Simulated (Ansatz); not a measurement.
Input:

Nb$_{3}$Sn:
```yaml
crystal:
  lattice:
    - [0.00000, 3.35459, 3.35459]
    - [3.35459, 0.00000, 3.35459]
    - [3.35459, 3.35459, 0.00000]
  atoms:
    - { symbol: Sn, position: [0.00000, 0.00000, 0.00000] }
    - { symbol: Nb, position: [0.50000, 0.50000, 0.50000] }
    - { symbol: Nb, position: [0.25000, 0.25000, 0.25000] }
    - { symbol: Nb, position: [0.75000, 0.75000, 0.75000] }
```

This is the PBE-relaxed structure.

**Question.** All from PBE in the plane-wave PAW code Ansatz, unless another level is named. Estimate the density of states at the Fermi level.

**Answer.** 1.3 states/eV per atom (mean over ±0.08 eV).

**Question.** What about the formation energy from the elements (no fitted shifts)?

**Answer.** 0.008 eV/atom.

Space group Fm-3m. The cell is a constructed one: a structure type filled with these elements; neither database checked (COD, Materials Project) lists it. It is not the phase usual at ambient conditions (space group No. 223). The PBE relaxation kept the symmetry of its start; its stability against distortions is not shown here. No spin polarisation was allowed. The references are the lowest solids computed at this level, not always the standard phases. Scalar-relativistic: spin–orbit coupling is off unless named, which matters more the heavier the elements.

Potentials: the later of the program's two PAW sets.
